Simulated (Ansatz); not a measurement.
Given:

LiF:
```cif
data_F2Li2
_chemical_formula_sum 'Li2 F2'
_space_group_name_H-M_alt 'P63/mmc'
_space_group_IT_number 194
_space_group_name_Hall '-P 6c 2c'
_cell_length_a 3.27292
_cell_length_b 3.27292
_cell_length_c 3.99124
_cell_angle_alpha 90.000
_cell_angle_beta 90.000
_cell_angle_gamma 120.000
loop_
_atom_site_label
_atom_site_type_symbol
_atom_site_symmetry_multiplicity
_atom_site_Wyckoff_symbol
_atom_site_fract_x
_atom_site_fract_y
_atom_site_fract_z
_atom_site_occupancy
Li1 Li 2 c 0.33333 0.66667 0.25000 1
F1 F 2 d 0.66667 0.33333 0.25000 1
```

This is the r²SCAN+D4-relaxed structure.

**Question.** All from plane-wave PAW r²SCAN+D4 (Ansatz code), unless another level is named. Predict the electron effective mass.

**Answer.** 0.82, 0.92, 0.92 mₑ (principal values).

**Question.** Predict the band gap.

**Answer.** 8.57 eV (direct).

**Question.** Predict the HSE06 gap on the r²SCAN+D4 cell.

**Answer.** 10.02 eV.

**Question.** Predict the valence-band maximum.

**Answer.** at Γ.

**Question.** What about the weight of the valence-edge state by species (Voronoi cells)?

**Answer.** F 96 %, Li 4 %.

Space group P6_3/mmc. The start of the workflow was typed in or built on a structure type; neither database checked (COD, Materials Project) lists it. It is not the phase usual at ambient conditions (space group No. 225). The cell was relaxed with r²SCAN+D4 under the symmetry of its start; its stability against distortions is not shown here. The volume moved by -42 % from the start of the relaxation.

Potentials: the later of the program's two PAW sets.
